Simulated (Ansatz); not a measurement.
InP:
Space group P4₂/mnm (No. 136); a = 7.2018 Å, b = 7.2018 Å, c = 4.1868 Å, α = 90.00°, β = 90.00°, γ = 90.00°

```tsv
atom	site	symmetry	x	y	z
In	4g	m.2m	0.1777	0.1777	0.5000
P	4f	m.2m	0.3183	0.3183	0.0000
```

Relaxed with r²SCAN. 

Problem. HSE06 on this cell (Ansatz, a program for electronic structure, PAW) gives a gap of 1.49 eV. What does r²SCAN give?

Solution. 1.17 eV.

Cost on shared cores: the r²SCAN run (SCF on a 4×4×7 mesh, then bands and DOS) around 4 core-minutes (rough), the HSE06 run (SCF on 3×3×4, then a few points) around 6 core-minutes (rough); the tasks are unlike.

Space group P4_2/mnm. The start of the workflow was typed in or built on a structure type; neither database checked (COD, Materials Project) lists it. It is not the phase usual at ambient conditions (space group No. 216). The cell was relaxed with r²SCAN under the symmetry of its start; whether a distortion lowers the energy is not shown. The volume moved by 22 % from the start of the relaxation. Scalar-relativistic: spin–orbit coupling is off unless named, which matters more the heavier the elements.

Potentials: the later of the program's two PAW sets.

Ansatz is a plane-wave DFT program.
